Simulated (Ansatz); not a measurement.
Here is the system:

RuRhN2:
```yaml
crystal:
  lattice:
    - [1.39582, 0.80588, 6.37698]
    - [-1.39582, 0.80588, 6.37698]
    - [0.00000, -1.61175, 6.37698]
  atoms:
    - { symbol: Ru, position: [0.50000, 0.50000, 0.50000] }
    - { symbol: Rh, position: [0.00000, 0.00000, 0.00000] }
    - { symbol: N, position: [0.89957, 0.89957, 0.89957] }
    - { symbol: N, position: [0.10043, 0.10043, 0.10043] }
```
The run is spin-polarised; directions of the spins, atom by atom: ↑ 0 0 0.

This is the r²SCAN-relaxed structure.

### Question
All from plane-wave PAW r²SCAN (Ansatz code), unless another level is named. Give the electronic character.

### Answer
metallic (no gap).

### Question
Next, the density of states at the Fermi level?

### Answer
0.71 states/eV per atom (mean over ±0.08 eV).

### Question
Give the formation energy from the elements (no fitted shifts).

### Answer
0.41 eV/atom.

Space group R-3m. The start of the workflow was typed in or built on a structure type; neither database checked (COD, Materials Project) lists it. Whether it is the stable phase at ambient conditions was not checked. The r²SCAN relaxation kept the symmetry of its start; whether a distortion lowers the energy is not shown. Spin order of the final state: ferromagnetic, the only order run, not a proven ground state. Its formation energy is positive at this level, so the cell may be metastable or incomplete. Other orbital occupations within this spin state were not tried. No Hubbard U is applied. The references are the lowest solids computed at this level, not always the standard phases (solids in place of the gases). Scalar-relativistic: spin–orbit coupling is off unless named, which matters more the heavier the elements.

Potentials: the later of the program's two PAW sets.
